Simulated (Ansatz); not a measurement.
The elements of this relaxed trial crystal are hidden behind letters.

```
lattice vectors (Å)
  -1.5910    1.5910    8.3843
   1.5910   -1.5910    8.3843
   1.5910    1.5910   -8.3843
fractional positions
X 0.8021 0.8021 0.0000
X 0.4102 0.4102 0.0000
X 0.5898 0.5898 0.0000
X 0.1979 0.1979 0.0000
Z 0.0000 0.0000 0.0000
```

Level of theory: Ansatz 0.2.0, DFT PBE, scalar-relativistic, plane waves, PAW. Settings of the last relaxation (5-atom cell): 420 eV, 16×16×16 k points, Gaussian smearing of 0.10 eV, no spin polarisation.

```
Space group                                 : I4/mmm (No. 139)
Conventional cell                           : a = 3.182 Å, c = 16.769 Å
Volume per atom                             : 16.98 Å³
Density                                     : 7.34 g/cm³
Formation energy                            : +0.07 eV/atom
Gap on the 16×16×16 mesh of the 5-atom cell : 0 eV (a metal)
```

Energies are uncorrected and count from the elements' standard states at the same level.

Question: X is a d-block element of period 4 and Z is a d-block element of period 6. Which elements are they?

Answer: X = Ti, Z = W, so the formula is Ti4W. Density times volume gives a mean mass of 7.34 × 16.98/1.6605 = 75.1 u per atom, and this set has 75.1 u. Ti on its first site has 8 Ti at 2.85–2.89 Å, 4 Ti at 3.18 Å, 1 W at 3.32 Å and 1 Ti at 3.56 Å; around Ti on its second site lie 4 W at 2.71 Å, 9 Ti at 2.89–3.18 Å and 1 Ti at 3.56 Å; around W lie 8 Ti at 2.71 Å, 4 W at 3.18 Å and 2 Ti at 3.32 Å. Other sets within the hints have nearly the same mass, so mass alone doesn't settle it; this one was computed.

Spin–orbit coupling, which can matter for W, is left out. Symmetry constrained the relaxation, so the result can be a saddle point.
